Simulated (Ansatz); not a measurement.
Hcp Os (10-10), 6 layers, DFT, LDA, PAW with Ansatz's default frozen-core files, scalar-relativistic (Ansatz 0.2.0), on 2 threads of Arm Neoverse V1 (shared host).

Command: `ansatz run input.yaml --threads 2 --pin off --max-ram 5120MiB --backend cpu --events-out ev --progress --plain --runs-dir out`

```yaml
crystal:
  lattice:
    - [2.7147872332, 0.0, 0.0]
    - [0.0, 4.2926626049, 0.0]
    - [0.0, 0.0, 21.4858]
  atoms:
    - { symbol: Os, position: [0.75, 0.75, 0.3723379861] }
    - { symbol: Os, position: [0.25, 0.25, 0.4088128475] }
    - { symbol: Os, position: [0.25, 0.75, 0.4817625693] }
    - { symbol: Os, position: [0.75, 0.25, 0.5182374307] }
    - { symbol: Os, position: [0.75, 0.75, 0.5911871525] }
    - { symbol: Os, position: [0.25, 0.25, 0.6276620139] }
kpoints:
  mp_grid: { grid: [13, 9, 1] }
scf:
  occupations: { method: fermi_dirac, width: 0.05 }
hamiltonian:
  xc: lda
  pseudopotentials: { kind: paw }
output:
  forces: true
  stress: true
  eigenvalues: true
  write_density: true
  write_potential: true
  elf: true
  volumetric_format: npy
relax:
  f_tol: 0.01
  max_steps: 40
efield:
  axis: 3
  amplitude: 0
  dipole_correction: true
```

Task: How large is the problem that the program sets up?

Result: 35 irreducible k-points, 4925 plane waves at Γ, 58 bands.

Task: About how long does it take, and how much memory?

Result: 2.5 min of wall time for 27 SCF iterations over 5 geometries, with a peak of 0.68 GiB. Times on shared machines scatter by tens of per cent.
